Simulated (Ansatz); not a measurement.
Given:

In$_{2}$O$_{3}$:
```cif
data_In16O24
_chemical_formula_sum 'In16 O24'
_space_group_name_H-M_alt 'P 1'
_space_group_IT_number 1
_cell_length_a 8.80040
_cell_length_b 8.80040
_cell_length_c 8.80040
_cell_angle_alpha 109.471
_cell_angle_beta 109.471
_cell_angle_gamma 109.471
loop_
_space_group_symop_operation_xyz
  'x, y, z'
loop_
_atom_site_label
_atom_site_type_symbol
_atom_site_fract_x
_atom_site_fract_y
_atom_site_fract_z
_atom_site_occupancy
In1 In 0.50000 0.50000 0.50000 1
In2 In 0.50000 0.00000 0.00000 1
In3 In 0.00000 0.00000 0.50000 1
In4 In 0.00000 0.50000 0.00000 1
In5 In 0.25000 0.71603 0.46603 1
In6 In 0.75000 0.78397 0.03397 1
In7 In 0.46603 0.25000 0.71603 1
In8 In 0.03397 0.75000 0.78397 1
In9 In 0.71603 0.46603 0.25000 1
In10 In 0.78397 0.03397 0.75000 1
In11 In 0.75000 0.28397 0.53397 1
In12 In 0.25000 0.21603 0.96603 1
In13 In 0.53397 0.75000 0.28397 1
In14 In 0.96603 0.25000 0.21603 1
In15 In 0.28397 0.53397 0.75000 1
In16 In 0.21603 0.96603 0.25000 1
O1 O 0.53666 0.77216 0.54453 1
O2 O 0.72762 0.99212 0.95547 1
O3 O 0.77238 0.72784 0.26450 1
O4 O 0.96334 0.50788 0.23550 1
O5 O 0.54453 0.53666 0.77216 1
O6 O 0.95547 0.72762 0.99212 1
O7 O 0.26450 0.77238 0.72784 1
O8 O 0.23550 0.96334 0.50788 1
O9 O 0.77216 0.54453 0.53666 1
O10 O 0.99212 0.95547 0.72762 1
O11 O 0.72784 0.26450 0.77238 1
O12 O 0.50788 0.23550 0.96334 1
O13 O 0.46334 0.22784 0.45547 1
O14 O 0.27238 0.00788 0.04453 1
O15 O 0.22762 0.27216 0.73550 1
O16 O 0.03666 0.49212 0.76450 1
O17 O 0.45547 0.46334 0.22784 1
O18 O 0.04453 0.27238 0.00788 1
O19 O 0.73550 0.22762 0.27216 1
O20 O 0.76450 0.03666 0.49212 1
O21 O 0.22784 0.45547 0.46334 1
O22 O 0.00788 0.04453 0.27238 1
O23 O 0.27216 0.73550 0.22762 1
O24 O 0.49212 0.76450 0.03666 1
```

This is the PBEsol-relaxed structure.

### Question
All from the program Ansatz at the PBEsol level (PAW), unless another level is named. Estimate the Young's modulus.

### Answer
160 GPa.

### Question
Next, the elastic constants (relaxed ions, GPa)?

### Answer
C11 = 239, C12 = 120, C44 = 60.2.

Space group Ia-3 (bixbyite). The cell was relaxed with PBEsol under the symmetry of its start.

Potentials: the later of the program's two PAW sets.
